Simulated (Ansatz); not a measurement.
Given:

BP:
Space group F-43m (No. 216); a = b = c = 4.536 Å, α = β = γ = 90.00°

| atom | site | symmetry | x | y | z |
|---|---|---|---|---|---|
| B | 4a | -43m | 0.0000 | 0.0000 | 0.0000 |
| P | 4c | -43m | 0.2500 | 0.2500 | 0.2500 |
(The calculation used a cell of 2 atoms; values per cell refer to that cell.)

This is the r²SCAN-relaxed structure.

Question: All from r²SCAN in the plane-wave PAW code Ansatz, unless another level is named. Give the vibrational entropy at 300 K.

Answer: 9.7 J/(K·mol of atoms).

Question: And the Debye temperature from the elastic constants?

Answer: 1100 K.

Question: And the elastic constants (relaxed ions, GPa)?

Answer: C11 = 361, C12 = 73.4, C44 = 197.

The r²SCAN relaxation kept the symmetry of its start; phonons on a q-mesh show no instability.

Potentials: the earlier of the program's two PAW sets.
